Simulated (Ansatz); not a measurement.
MgScAlO$_{4}$:
Space group R3m, hexagonal axes (No. 160); a = b = 3.2397 Å, c = 24.8243 Å, α = β = 90.00°, γ = 120.00°

| atom | site | symmetry | x | y | z |
|---|---|---|---|---|---|
| Mg | 3a | 3m | 0.0000 | 0.0000 | 0.2174 |
| Sc | 3a | 3m | 0.0000 | 0.0000 | 0.0047 |
| Al | 3a | 3m | 0.0000 | 0.0000 | 0.7866 |
| O | 3a | 3m | 0.0000 | 0.0000 | 0.1206 |
| O | 3a | 3m | 0.0000 | 0.0000 | 0.8619 |
| O | 3a | 3m | 0.0000 | 0.0000 | 0.2971 |
| O | 3a | 3m | 0.0000 | 0.0000 | 0.7120 |
(The calculation used a cell of 7 atoms; values per cell refer to that cell.)

This is the PBEsol-relaxed structure.

Problem. All from PBEsol in the plane-wave PAW code Ansatz, unless another level is named. Give the electron effective mass.

Solution. 0.39, 0.39, 0.51 mₑ (principal values).

Problem. What about the band gap?

Solution. 4.26 eV (indirect).

Problem. Predict the smallest direct gap on the standard path.

Solution. 4.30 eV.

Problem. What about the hole effective mass?

Solution. 1.0, 2.8, 6.2 mₑ (principal values).

Problem. Next, the formation energy from the elements (no fitted shifts)?

Solution. -3120 meV/atom.

Problem. Next, the conduction-band minimum?

Solution. at Γ.

The first step of the workflow began from a Materials Project structure, measured or hypothetical; the Crystallography Open Database copy checked does not list it. Its standing as an ambient phase is unchecked. The cell was relaxed with PBEsol under the symmetry of its start; its stability against distortions is not shown here. No spin polarisation was allowed. The references are the lowest solids computed at this level, not always the standard phases (solids in place of the gases).

Potentials: the later of the program's two PAW sets.
